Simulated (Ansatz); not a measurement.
TiSi:
```
CELL_PARAMETERS angstrom
      3.09937     0.00000     0.00000
      0.00000     3.09937     0.00000
      0.00000     0.00000     3.09937
ATOMIC_POSITIONS crystal
  Ti 0.00000 0.00000 0.00000
  Si 0.50000 0.50000 0.50000
```

Relaxed with r²SCAN. Special points in fractions of this cell's reciprocal vectors: Γ (0.000, 0.000, 0.000); X (0.000, 0.500, 0.000); M (0.500, 0.500, 0.000); R (0.500, 0.500, 0.500).

Problem. List the band energies nearest the Fermi level at these points for plane-wave PAW r²SCAN (Ansatz code).

Solution. In eV from the Fermi level; about four levels below and three above (degenerate sets whole), none deeper than 8.9 eV; points with the same levels are listed once.

```json
[
 {"k": "Γ", "below": "-1.75 -1.75", "above": "2.24 2.24 2.24"},
 {"k": "X", "below": "-6.76 -0.58 -0.33 -0.33", "above": "2.52 3.36 6.17"},
 {"k": "M", "below": "-7.88 -3.86 -3.86 -1.68", "above": "0.89 0.89 3.24"},
 {"k": "R", "below": "-4.61 -4.61 -4.61 -3.58", "above": "2.94 2.94 2.94"}
]
```

Space group Pm-3m (CsCl type). A made-up cell: these elements were put on the sites of a structure type; neither database checked (COD, Materials Project) lists it. COD files the formula under space group No. 25, so this cell is another polymorph or a model. Whether it is the stable phase at ambient conditions was not checked. Symmetry was held in the r²SCAN relaxation. At this level the phase is mechanically unstable. The run is not spin-polarised.

Potentials: the later of the program's two PAW sets.
